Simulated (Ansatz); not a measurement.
A relaxed cell of K3SbI is given with its symmetry left out. The cell was found from a structure generator's guess, not taken from experiment.

Computed with DFT PBE, scalar-relativistic, plane waves, PAW (Ansatz 0.2.0). Cutoff 420 eV, Γ-centred mesh, Gaussian smearing, no spin polarisation.

```yaml
crystal:
  lattice:
    - [6.48575, 0.00000, 0.00000]
    - [0.00000, 6.48575, 0.00000]
    - [0.00000, 0.00000, 6.47257]
  atoms:
    - { symbol: K, position: [0.00000, 0.50000, 0.00000] }
    - { symbol: K, position: [0.50000, 0.00000, 0.00000] }
    - { symbol: K, position: [0.50000, 0.50000, 0.50000] }
    - { symbol: Sb, position: [0.00000, 0.00000, 0.50000] }
    - { symbol: I, position: [0.00000, 0.00000, 0.00000] }
```

The zero of energy is the elements' standard structures at the same level; no fitted shifts are applied.

Question: Find its symmetry and describe it.

Answer: P4/mmm (No. 123). Conventional cell: a = 6.486 Å, c = 6.473 Å. Around K on a site of symmetry mmm lie 2 I at 3.24 Å, 4 Sb at 4.58 Å and 8 K at 4.58–4.59 Å; around K on a site of symmetry 4/mmm lie 8 K at 4.58 Å and 4 Sb at 4.59 Å; around Sb lie 2 I at 3.24 Å and 12 K at 4.58–4.59 Å; I has 2 Sb at 3.24 Å and 4 K at 3.24 Å.

Question: How far does it lie from the elements in energy?

Answer: −0.28 eV/atom. It lies below the elements, which doesn't yet make it stable against other compounds or structures.

Question: Is it a metal?

Answer: Yes, bands cross the Fermi level on the 6×6×6 mesh.

The last run used a 6×6×6 mesh for its 5-atom cell and Gaussian smearing of 0.10 eV. Spin–orbit coupling, which can matter for I and Sb, is left out. The cell is a metal run without spin; a magnetic state may lie lower. The reference form of I is held partly by dispersion forces, which this level lacks. A structure relaxed within its symmetry needn't be a true minimum.
